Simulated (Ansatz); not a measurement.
An Ansatz input and the part of its output that reports the observables at the nuclei.

The start is a structure deposited in the COD.

```yaml
crystal:
  lattice:
    - [1.964960744, 1.1344706145, 9.1426638165]
    - [-1.964960744, 1.1344706145, 9.1426638165]
    - [0.0, -2.268941229, 9.1426638165]
  atoms:
    - { symbol: Bi, position: [0.601, 0.601, 0.601] }
    - { symbol: Bi, position: [0.399, 0.399, 0.399] }
    - { symbol: Se, position: [0.794, 0.794, 0.794] }
    - { symbol: Se, position: [0.206, 0.206, 0.206] }
    - { symbol: Se, position: [0.0, 0.0, 0.0] }
kpoints:
  mp_grid: { grid: [14, 14, 14] }
scf:
  occupations: { method: fermi_dirac, width: 0.05 }
hamiltonian:
  xc: pbe
  pseudopotentials: { kind: paw }
output:
  forces: true
  stress: true
  populations: true
  efg: { quadrupole_moments_barn: { Bi: -0.516 }, contact_densities: true }
relax:
  f_tol: 0.02
  max_steps: 60
```

```sh
ansatz run input.yaml --threads 1 --pin off --max-ram 3072MiB --backend cpu --events-out ev --progress --plain --runs-dir out
```

The run relaxes the ions first, and the block belongs to the relaxed positions.

Of the output, the block on the nuclei alone is shown; the set-up, the SCF iterations, energies, forces and stress are cut.

```
--- PAW observables at the nuclei: V_zz in 10²¹ V/m², potentials from the cell's mean, atoms counted from 1 ---
  atom   1  Bi V_zz =    +2.534794   η = 0.0000   by run symmetry: allowed   C_q = -31.6262 MHz
            electrostatic potential = -17831.089323 V   contact ρ = 17906671.081564 e/Å³
  atom   2  Bi V_zz =    +2.534794   η = 0.0000   by run symmetry: allowed   C_q = -31.6262 MHz
            electrostatic potential = -17831.089323 V   contact ρ = 17906671.081564 e/Å³
  atom   3  Se V_zz =    +4.214549   η = 0.0000   by run symmetry: allowed
            electrostatic potential = -4714.704985 V   contact ρ = 262898.340449 e/Å³
  atom   4  Se V_zz =    +4.214549   η = 0.0000   by run symmetry: allowed
            electrostatic potential = -4714.704985 V   contact ρ = 262898.340449 e/Å³
  atom   5  Se V_zz =    +9.427372   η = 0.0000   by run symmetry: allowed
            electrostatic potential = -4714.834433 V   contact ρ = 262888.301300 e/Å³
```

The relaxation (4 steps) took 3.6 min of wall time (3.5 min of CPU time) and 1.5 GiB at its peak, on 1 thread of Intel Xeon 6975P-C (Granite Rapids) (x86_64; 16 cores open to the job, memory cap 3.0 GiB, no GPU), a shared host with a load of 0.5 a core.

At this cell the PBE pressure is 12 GPa, so with PBE the cell would grow if it were relaxed. The entry's cell may itself be off. With no gap above 0.1 eV, as in a metal, the gradients converge slowly in k; expect changes of a tenth or more on a denser mesh. Spin–orbit coupling is left out, which shifts gradients on Bi by a few per cent in wide-gap crystals, and can shift them far more where the calculated gap is small or absent, as here. Semilocal functionals make gaps too small and can close them, so the real compound need not be a metal.
